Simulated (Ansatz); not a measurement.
## Equation of state of zinc, simple cubic

Theory: DFT, LDA (PW92), plane waves (420 eV) with PAW, scalar-relativistic (Ansatz). The PAW files were generated under PBE, with cores re-solved for the functional.

The cell is scaled uniformly from the relaxed one, with fractional coordinates and shape fixed. Energies are extrapolated to zero smearing, pressures are those at the given smearing. Magnetic state: spin not included.

```tsv
V (Å³/atom)	E − E₀ (meV/atom)	P (GPa)
14.126	68.9	12.69
14.768	28.7	7.51
15.410	7.1	3.42
16.052	0.0	0.19
16.695	4.5	-2.36
17.337	18.2	-4.36
17.979	39.0	-5.93
```

Task: Fit a third-order Birch-Murnaghan equation.

Result: V₀ = 16.10 Å³/atom, B₀ = 71 GPa, B₀′ = 4.9.
